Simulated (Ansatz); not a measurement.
**Structures of Tl2Ru: which is lowest?**

Plane-wave DFT in Ansatz with scalar-relativistic PAW potentials, cutoff 420 eV, Γ-centred meshes chosen by cell and gap, Gaussian smearing with energies taken to zero width. Every cell was relaxed (cell and atoms) in a run of its own, within the symmetry of its start. Functional: PBE.

Relaxed structures (starts from databases or built by putting these elements on another compound's sites):
A. I4/mmm, 3 atoms in the computed cell, a = 3.345 Å, c = 12.023 Å; sites (symmetry × multiplicity) Tl 4mm × 4, Ru 4/mmm × 2; start: built
B. R-3m, 3 atoms in the computed cell, a = 3.342 Å, c = 20.882 Å; sites (symmetry × multiplicity) Tl 3m × 6, Ru -3m × 3; start: built

Problem. Rank them by energy. Could pressure change the order?

Solution.
```csv
structure,group,E − E(lowest) (meV/atom),V (Å³/atom),gap on mesh (eV)
A,I4/mmm,0.0,22.42,0.00
B,R-3m,40,22.44,0.00
```

A is lowest, 40 meV/atom under B. The two lowest differ in volume by under 3 %, too little for a first-order estimate of what pressure does to that pair (other pairs aren't weighed here); with rigid cells even 3 % in favour of the higher one would need about 9 GPa. Other structures may lie lower than all of these, and vibrations aren't counted.

Spin-orbit coupling is left out, which matters for the bands of heavy elements. For Tl, Pb and Bi spin-orbit coupling shifts energies too.